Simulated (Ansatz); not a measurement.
ZnO (wurtzite)

```xyz
4
Lattice="3.2796 0.0000 0.0000 -1.6398 2.8402 0.0000 0.0000 0.0000 5.2933" Properties=species:S:1:pos:R:3 pbc="T T T"
Zn     1.6398     0.9467     0.0114
Zn     0.0000     1.8935     2.6580
O      1.6398     0.9467     3.2980
O      0.0000     1.8935     0.6513
```

In this cell atom 4 (O, nearest neighbour Zn at 1.999 Å; its periodic images, 3.3 Å or more away, move with it) is moved by s along Cartesian [111], unit vector (0.577, 0.577, 0.577); all other atoms and the cell stay fixed.

The numbers are results of PBE (plane waves to 420 eV, PAW, scalar-relativistic; Ansatz, a first-principles code), not measurements. k mesh 9×9×5 (Γ-centred), Fermi-Dirac smearing 0.05 eV. Energies are smeared free energies. ZnO was relaxed with its symmetry unable to fall. ΔE is measured from the undisplaced structure.

| s (Å) | ΔE (meV/cell) |
|---|---|
| -0.200 | 206.4 |
| -0.160 | 125.5 |
| -0.120 | 67.2 |
| -0.080 | withheld |
| -0.040 | 6.8 |
| 0.000 | 0.0 |
| 0.040 | 6.3 |
| 0.080 | 24.2 |
| 0.120 | 52.6 |
| 0.160 | 90.3 |
| 0.200 | 136.6 |

Q: Fit a polynomial form (powers 2, 3, 4) to the given rows and predict ΔE at s = -0.080.

A: Least squares on the 10 given rows: ΔE = (4088)·s² + (-4344)·s³ + (4988)·s⁴, in meV/cell with s in Å; root-mean-square residual 0.14 meV/cell. At -0.080 the fit gives 28.6 meV/cell; the calculation gives 28.5 meV/cell, so the interpolation is off by 0.1 (+0.4 %). The quadratic term alone would give 26.2 meV/cell.

(For displaced atoms, the force is minus the slope of the energy, and its curvature is a force constant, which sets phonon frequencies.)
